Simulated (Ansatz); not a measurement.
The cell of Si2B3 is invented: random cell by space group and Wyckoff sites (P4_2cm, No. 101). The dimensions are guesses.

```
CELL_PARAMETERS angstrom
4.40051 0.00000 0.00000
0.00000 4.40051 0.00000
0.00000 0.00000 5.30290
ATOMIC_POSITIONS crystal
Si 0.22269 0.22269 0.49131
Si 0.77731 0.77731 0.49131
Si 0.77731 0.22269 0.99131
Si 0.22269 0.77731 0.99131
B 0.62834 0.62834 0.73555
B 0.37166 0.37166 0.73555
B 0.37166 0.62834 0.23555
B 0.62834 0.37166 0.23555
B 0.00000 0.00000 0.56866
B 0.00000 0.00000 0.06866
```

These are results of DFT PBE, scalar-relativistic, plane waves, PAW in Ansatz 0.2.0, not measurements. Cutoff 420 eV, Gaussian smearing, Γ-centred meshes. Cell and atoms relax first on a coarse mesh, the cell is then made exact in the group found at 0.06 to 0.08 Å, and last on a converged mesh; the steps can't lower the symmetry of their start. No spin polarisation.

A guess keeps its type if space group and coordination stay and the shape of the cell changes little (axis ratios within about 15 %, angles within 6°); the volume may change.

**Question.** Does this structure survive the relaxation?

**Answer.** It doesn't keep its type. The symmetry stays P4_2cm (No. 101). The volume per atom grows by 8.3 %, from 10.3 to 11.1 Å³. The shortest distance goes from 1.45 Å (Si–B) to 1.66 Å (B–B). The ratio c/a of the conventional cell changes by a factor of 1.03. Counting neighbours within 15 % of an atom's shortest distance, the start has B 2, Si 2 and the end B 1/2, Si 4. In detail, at the end Si has 4 B at 2.01–2.11 Å; B on a site of symmetry m is surrounded by 1 B at 1.66 Å and 3 Si at 2.06–2.11 Å; B on a site of symmetry 2mm has 2 B at 1.66 Å and 2 Si at 2.01 Å.

```
Si B
1.0
     4.47927    0.00000    0.00000
     0.00000    4.47927    0.00000
     0.00000    0.00000    5.54045
Si B
4 6
Direct
  0.29704 0.29704 0.48247
  0.70296 0.70296 0.48247
  0.70296 0.29704 0.98247
  0.29704 0.70296 0.98247
  0.73823 0.73823 0.85147
  0.26177 0.26177 0.85147
  0.26177 0.73823 0.35147
  0.73823 0.26177 0.35147
  0.00000 0.00000 0.35451
  0.00000 0.00000 0.85451
```

Formation energies are uncorrected and refer to the elements' standard structures at the same level.

**Question.** At what energy does it end?

**Answer.** +0.44 eV/atom. A positive value: parting into the elements would lower its energy.

The last run used an 8×8×6 mesh (in the run's order of axes) for its 10-atom cell and Gaussian smearing of 0.10 eV. A structure relaxed within its symmetry needn't be a true minimum. Another cell of the same search, in C2/m, lies 144 meV/atom lower, so this cell isn't the stable form at this level.

In counts of neighbours, a slash parts the counts of unlike sites.
